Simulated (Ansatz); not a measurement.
Al3Pt2:
```
Al3Pt2
1.0
    4.20725     0.00000     0.00000
   -2.10362     3.64358     0.00000
    0.00000     0.00000     5.17775
Al Pt
3 2
Direct
  0.00000   0.00000   0.00000
  0.33333   0.66667   0.64651
  0.66667   0.33333   0.35349
  0.33333   0.66667   0.16425
  0.66667   0.33333   0.83575
```

Relaxed with PBEsol. Special points in fractions of this cell's reciprocal vectors: Γ (0.000, 0.000, 0.000); M (0.500, 0.000, 0.000); K (0.333, 0.333, 0.000); A (0.000, 0.000, 0.500); L (0.500, 0.000, 0.500); H (0.333, 0.333, 0.500).

List the band energies nearest the Fermi level at these points for plane-wave PAW PBEsol with spin–orbit coupling (Ansatz code).

In eV from the Fermi level; about four levels below and three above (degenerate sets whole), none deeper than 8.9 eV; points with the same levels are listed once.

| k | below | above |
|---|---|---|
| Γ | -2.42 -2.42 -2.06 -2.06 | 1.24 1.24 1.64 1.64 |
| M | -1.99 -1.99 -1.79 -1.79 | 1.62 1.62 2.39 2.39 |
| K | -1.06 -1.06 -0.94 -0.94 | 1.23 1.23 2.27 2.27 |
| A | -2.97 -2.97 -2.83 -2.83 | 1.96 1.96 2.16 2.16 |
| L | -1.61 -1.61 -0.38 -0.38 | 2.08 2.08 2.54 2.54 |
| H | -2.38 -2.38 -2.03 -2.03 | 0.38 0.38 4.99 4.99 |

Space group P-3m1 (La2O3 or Ni2Al3 type). The first step of the workflow began from a Materials Project structure, measured or hypothetical; the Crystallography Open Database copy checked does not list it. Its standing as an ambient phase is unchecked. Symmetry was held in the PBEsol relaxation; of distortions, only those at the zone centre were tested. No spin polarisation was allowed.

Potentials: the later of the program's two PAW sets.
